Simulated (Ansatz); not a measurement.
OsC (CsCl type, space group No. 221) at seven volumes, the program Ansatz at the PBEsol level (PAW), scaled uniformly. One row is withheld.

```json
[
 {"V (Å³/atom)": "8.624", "P (GPa)": "49.26"},
 {"V (Å³/atom)": "8.909", "P (GPa)": "30.06"},
 {"V (Å³/atom)": "9.193", "P (GPa)": "?"},
 {"V (Å³/atom)": "9.477", "P (GPa)": "-0.03"},
 {"V (Å³/atom)": "9.762", "P (GPa)": "-11.69"},
 {"V (Å³/atom)": "10.046", "P (GPa)": "-21.49"},
 {"V (Å³/atom)": "10.330", "P (GPa)": "-29.80"}
]
```

### Question
Fit the shown pressures and predict the withheld one.

### Answer
Third-order Birch–Murnaghan: P = (3/2)B₀(x^(7/2) − x^(5/2))[1 + (3/4)(B′ − 4)(x − 1)] with x = (V₀/V)^(2/3). Least squares on the six rows gives V₀ = 9.477 Å³/atom, B₀ = 421.1 GPa, B′ = 4.57. At V = 9.193, x = 1.0205 and P = 13.74 GPa. The run itself gave 13.81 GPa.

Space group Pm-3m (CsCl type). A made-up cell: these elements were put on the sites of a structure type; neither database checked (COD, Materials Project) lists it. Whether it is the stable phase at ambient conditions was not checked. The cell was relaxed with PBEsol under the symmetry of its start. At this level the phase is dynamically unstable (imaginary phonons). The run is not spin-polarised. Scalar-relativistic: spin–orbit coupling is off unless named, which matters more the heavier the elements.

Potentials: the later of the program's two PAW sets.
